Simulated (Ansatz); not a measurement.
## LiPb: zone-centre modes under pressure

LiPb, Pm-3m, a = 3.466 Å. The structure is a COD entry; whether it is the stable form wasn't checked. Ansatz: LDA, PAW, 420 eV, Γ-centred 12×12×12 mesh on 2 atoms, Fermi-Dirac smearing 0.15 eV; no spin polarisation. Cell and atoms are relaxed at each pressure with the symmetry kept; optical modes at Γ by linear response, in cm⁻¹, the highest.

| P (GPa) | V (Å³/atom) | ω1 |
| --- | --- | --- |
| 0 | 20.814 | 257.3 |
| 2 | 19.889 | ? |
| 6 | 18.516 | 300.6 |

Task: Get the mode's Grüneisen parameter γ = −d ln ω/d ln V from the other rows and predict the missing frequency.

Result: ln(V/V0) = 0.0000, -0.0455, -0.1170; a line through ln(ω/ω0) of the 2 known rows gives ω1: γ = 1.329, predicted 273.3, computed 273.6. The miss is 0.1 %, or 2 % of the shift under pressure, so a constant γ serves at that level. In a metal these frequencies hang on the mesh and smearing.

Spin–orbit coupling is left out, which can shift energies with elements as heavy as these.